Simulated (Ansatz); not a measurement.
Mg$_{3}$SnO (anti-perovskite, Pm-3m) under volume change, plane-wave PAW PBE (Ansatz code), scaled uniformly.

```json
[
 {"V (Å³/atom)": "15.415", "E − E(relaxed) (meV/atom)": "35.6", "P (GPa)": "8.10"},
 {"V (Å³/atom)": "15.923", "E − E(relaxed) (meV/atom)": "[?]", "P (GPa)": "[?]"},
 {"V (Å³/atom)": "16.431", "E − E(relaxed) (meV/atom)": "3.5", "P (GPa)": "2.30"},
 {"V (Å³/atom)": "16.939", "E − E(relaxed) (meV/atom)": "0.0", "P (GPa)": "0.00"},
 {"V (Å³/atom)": "17.447", "E − E(relaxed) (meV/atom)": "3.2", "P (GPa)": "-1.96"},
 {"V (Å³/atom)": "17.956", "E − E(relaxed) (meV/atom)": "[?]", "P (GPa)": "[?]"},
 {"V (Å³/atom)": "18.464", "E − E(relaxed) (meV/atom)": "26.0", "P (GPa)": "-5.05"}
]
```

Fill in the missing entries.


- 15.923, E − E(relaxed) (meV/atom): 15.0
- 15.923, P (GPa): 4.97
- 17.956, E − E(relaxed) (meV/atom): 12.1
- 17.956, P (GPa): -3.63

What does a third-order Birch–Murnaghan fit give for V₀, B₀ and B′?

V₀ = 16.94 Å³/atom, B₀ = 70.4 GPa, B′ = 4.2.

The start of the workflow was typed in or built on a structure type; neither database checked (COD, Materials Project) lists it. Its standing as an ambient phase is unchecked. Symmetry was held in the PBE relaxation; its stability against distortions is not shown here. Scalar-relativistic: spin–orbit coupling is off unless named, which matters more the heavier the elements.

Potentials: the earlier of the program's two PAW sets.
